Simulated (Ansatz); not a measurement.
Here is the system:

Relaxed CuAu (CuAu type, space group P4/mmm):

```xyz
4
Lattice="5.7630 0.0000 0.0000 0.0000 2.8815 0.0000 0.0000 0.0000 3.6148" Properties=species:S:1:pos:R:3 pbc="T T T"
Cu     1.4408     1.4408     1.8074
Cu     4.3223     1.4408     1.8074
Au     0.0000     0.0000     0.0000
Au     2.8815     0.0000     0.0000
```

A phonon eigenvector at X = (0.5, 0.0, 0.0) is frozen into this cell: atom i moves by Q times the vector below, so Q is the largest atomic displacement, in Å. The cell is held. (q is in reciprocal vectors of the primitive cell; the cell shown is doubled to hold the pattern.)

```tsv
atom	x	y	z
Au3	0.000	0.000	-1.000
Au4	0.000	0.000	1.000
```

Atoms not listed stay in place.

Calculation: PBE (plane waves to 420 eV, PAW, scalar-relativistic; Ansatz, an electronic-structure program). k mesh 8×16×13 (Γ-centred), Fermi-Dirac smearing 0.05 eV. E stands for the smeared free energy. With partly filled bands, energies and forces of such displacements shift with the k mesh and the smearing. CuAu is run without spin polarisation. CuAu was relaxed with its symmetry unable to fall. Spin-orbit coupling is left out, though Au is heavy. ΔE is measured from the undisplaced structure.

The scan covers Q from -0.100 to 0.100 Å in 13 points.

Q: Which space group does the distorted structure have?

A: Pmma (No. 51), lowered from P4/mmm.

Q: What is the energy change at Q = 0.100 Å?

A: 44.8 meV/cell.

Q: What harmonic wavenumber does the curvature at Q = 0 give?

A: 78 cm⁻¹.

(A displaced cell: forces are minus the slopes of the energy, force constants its curvatures, and phonons follow from these.)
